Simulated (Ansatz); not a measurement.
The relaxed structure here is a generated cell of Ir: the first start was made by a random draw of sites in a space group, and the end was not matched to a known phase here, so it may be hypothetical. Known forms of Ir include space group No. 225.

A relaxed cell of Ir (P6/mmm (No. 191)), relaxed on a k-mesh at least as fine as the one used below. Method: PBE (plane waves to 420 eV, PAW, scalar-relativistic; Ansatz, a first-principles code). Γ-centred k-mesh 14×14×6 on the run's cell (coarser than for final values), Fermi–Dirac smearing 0.05 eV.

```yaml
crystal:
  lattice:
    - [2.65698, 0.00000, 0.00000]
    - [-1.32849, 2.30101, 0.00000]
    - [0.00000, 0.00000, 5.19541]
  atoms:
    - { symbol: Ir, position: [0.00000, 0.00000, 0.25000] }
    - { symbol: Ir, position: [0.00000, 0.00000, 0.75000] }
```

The atoms are displaced by (Å):

```csv
atom,ux,uy,uz
Ir1,0.058,0.043,0.138
Ir2,0.012,0.167,-0.027
```

### Question
What forces (eV/Å) and pressure result?

### Answer
```
atom     Fx     Fy     Fz
----  -----  -----  -----
Ir1    0.09  -0.23  -0.96
Ir2   -0.09   0.23   0.96
```

Pressure +3.5 GPa.

### Question
Estimate the energy cost of the displacement in the harmonic approximation and compare with the calculation.

### Answer
For a harmonic well ΔE = −½ Σ F·u = 0.063 eV a cell, or 31 meV/atom. The calculated energy relative to the undisplaced cell is +0.03 eV/atom, so the harmonic estimate holds well.

The undisplaced cell is probably no minimum: from this displacement the run went on to R-3m (No. 166), 0.40 eV/atom below it.

No spin polarisation in the result.
